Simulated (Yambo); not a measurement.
G0W0@PBEsol for Si (diamond, space group Fd-3m, No. 227) in Yambo. Reference settings: 4×4×4 Γ-centred k mesh, 148 bands and a 14 Ry block in the screening, 148 bands in G with the Bruneval-Gonze terminator, plasmon pole fitted at 27.2 eV. The PBEsol gap Γ → X on this mesh is 0.60 eV; G0W0 gaps are taken between the same points.

The settings were changed. The gap went from 1.34 eV to 1.25 eV, and the shift of the valence edge from -0.79 eV to -0.53 eV.

Problem. What was changed between the two runs?
A) 47 bands in G
B) wavefunctions cut at 25 Ry
C) no terminator
D) 47 bands in G, no terminator

Solution. D, 47 bands in G, no terminator. The others gave (gap, valence shift): no terminator: 1.32, -0.75 eV; 47 bands in G: 1.34, -0.78 eV; wavefunctions cut at 25 Ry: 1.34, -0.79 eV.

Geometry relaxed with PBEsol; primitive cell a = b = c = 3.8412 Å, α = β = γ = 60.00°.

A shift is the quasiparticle energy of the state minus its PBEsol energy.
